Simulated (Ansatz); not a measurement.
Given:

MoF6:
Space group Im-3m (No. 229); a = b = c = 6.402 Å, α = β = γ = 90.00°

| atom | site | symmetry | x | y | z |
|---|---|---|---|---|---|
| Mo | 2a | m-3m | 0.0000 | 0.0000 | 0.0000 |
| F | 12e | 4m.m | 0.0000 | 0.0000 | 0.2857 |
(The calculation used a cell of 7 atoms; values per cell refer to that cell.)

This is the r²SCAN+D4-relaxed structure.

Q: All from r²SCAN+D4 (plane waves, PAW; program Ansatz), unless another level is named. Give the hole effective mass, band 1 of 3 at the edge.

A: 13 along [110], 10 along [111] (mₑ).

Q: Predict the hole effective mass, band 2 of 3 at the edge.

A: 7.0 along [100], 12 along [110], 9.5 along [111] (mₑ).

Q: Predict the conduction-band minimum.

A: on the P–H line, 25 % of the way from P (8 equivalent valleys).

The workflow started from a Materials Project entry (that database holds measured and hypothetical structures alike); the Crystallography Open Database copy checked does not list it. COD files the formula under space group No. 62. Its standing as an ambient phase is unchecked. Symmetry was held in the r²SCAN+D4 relaxation; its stability against distortions is not shown here. The run is not spin-polarised. No Hubbard U is applied. Spin–orbit coupling is left out wherever it is not named.

Potentials: the later of the program's two PAW sets.

Edges and masses are those of Kohn–Sham bands, whose gap is no quasiparticle gap.
